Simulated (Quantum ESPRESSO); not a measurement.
**Band energies of SnGeSe2 monolayer**

```
CELL_PARAMETERS angstrom
      4.08037     0.00000     0.00000
      0.00000     4.19791     0.00000
      0.00000     0.00000    15.90000
ATOMIC_POSITIONS crystal
  Ge 0.00000 0.02497 0.07611
  Se 0.00000 0.08304 0.91851
  Se 0.50000 0.60347 0.08403
  Sn 0.50000 0.55598 0.91597
```

norm-conserving PBEsol (Quantum ESPRESSO, 86 Ry, without SOC); path ΓXSYΓS; energies in eV from the valence-band maximum.

```csv
k (1/Å),point,band 26,band 27,band 28,band 29,band 30,band 31,band 32,band 33
0.00,Γ,-3.59,-3.48,-2.10,-2.04,-0.79,1.44,2.76,4.07
0.33,,-3.26,-2.93,-1.92,-1.16,-0.92,1.53,2.48,2.75
0.66,,-2.53,-2.35,-1.87,-0.95,-0.18,0.84,1.63,1.92
0.77,X,-2.62,-2.14,-1.98,-0.76,-0.35,0.99,1.53,1.77
0.98,,-3.03,-2.79,-2.49,-1.14,-0.91,1.52,1.70,2.81
1.30,,-4.74,-3.49,-3.32,-2.12,-1.90,3.03,3.07,4.39
1.52,S,-5.31,-3.85,-3.76,-2.16,-1.88,3.14,3.34,4.42
1.63,,-5.11,-3.79,-3.58,-2.16,-1.89,3.12,3.26,4.43
1.96,,-3.66,-2.85,-2.64,-1.64,-1.25,2.26,2.61,2.91
2.29,Y,-2.60,-2.18,-1.81,-0.61,-0.27,1.31,1.46,1.80
2.61,,-2.90,-2.51,-1.78,-1.19,-0.53,1.57,1.84,2.36
2.93,,-3.46,-3.44,-2.07,-1.90,-0.81,1.44,2.79,3.92
3.04,Γ,-3.59,-3.48,-2.10,-2.04,-0.79,1.44,2.76,4.07
3.22,,-3.72,-3.02,-2.24,-1.51,-0.82,1.46,2.78,3.45
3.48,,-3.66,-2.87,-1.86,-0.90,-0.51,1.63,1.72,2.09
3.75,,-3.70,-3.49,-2.49,-2.27,-1.25,2.24,2.98,3.58
4.11,S,-5.31,-3.85,-3.76,-2.16,-1.88,3.14,3.34,4.42
```

The PBEsol gap is indirect, 0.84 eV, from 14 % of the way from Y to Γ to 86 % of the way from Γ to X; the smallest direct gap is 0.96 eV.

Spin-orbit splittings are left out.

Geometry relaxed with PBEsol.

This is a model layer cut from the bulk structure; whether it is stable on its own was not checked.
